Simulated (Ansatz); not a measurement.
### Question
TePt (CsCl type, Pm-3m) is relaxed with PBE in the plane-wave PAW code Ansatz. What lattice parameters of the conventional cell result?

### Answer
a = 3.442 Å.

These are the values of the symmetrised cell.

### Question
Is it a metal or does it have a gap at this level?

### Answer
No gap at this level.

The start of the workflow was typed in or built on a structure type; neither database checked (COD, Materials Project) lists it. COD files the formula under space group No. 166, 194, so this cell is another polymorph or a model. Its standing as an ambient phase is unchecked. The PBE relaxation kept the symmetry of its start; its stability against distortions is not shown here. The run is not spin-polarised. Its formation energy is positive at this level, so the cell may be metastable or incomplete. Spin–orbit coupling is left out wherever it is not named.

Potentials: the earlier of the program's two PAW sets.
